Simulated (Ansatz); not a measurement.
ZnSiP2 (chalcopyrite, I-42d), PBEsol (plane waves, PAW; program Ansatz). The conduction-band minimum lies at Γ, with 1 equivalent valley. Second derivatives d²E/dk² of the lowest band at one valley (eV·Å²), along Cartesian directions:

```tsv
direction	d²E/dk²
[100]	30.83
[010]	30.83
[001]	5.544
[110]	30.71
[101]	18.19
[011]	18.19
```

Task: Find the principal effective masses, the density-of-states mass and the conductivity mass.

Result: Off-diagonal terms follow from H_xy = H[110] − (H_xx + H_yy)/2, and m*/mₑ = 7.620 eV·Å² over each eigenvalue: 0.25, 0.25, 1.4. One valley's DOS mass (m₁m₂m₃)^(1/3) = 0.44, conductivity mass 3/(Σ 1/mᵢ) = 0.34 mₑ.

Task: What effective density of states Nc follows at 300 K for parabolic valleys?

Result: Nc = 2.509e19 × 1 × (0.44)^(3/2) ≈ 7.3e18 cm⁻³.

The cell was relaxed with PBEsol under the symmetry of its start.

Potentials: the later of the program's two PAW sets.

Edges and masses are those of Kohn–Sham bands, whose gap is no quasiparticle gap.
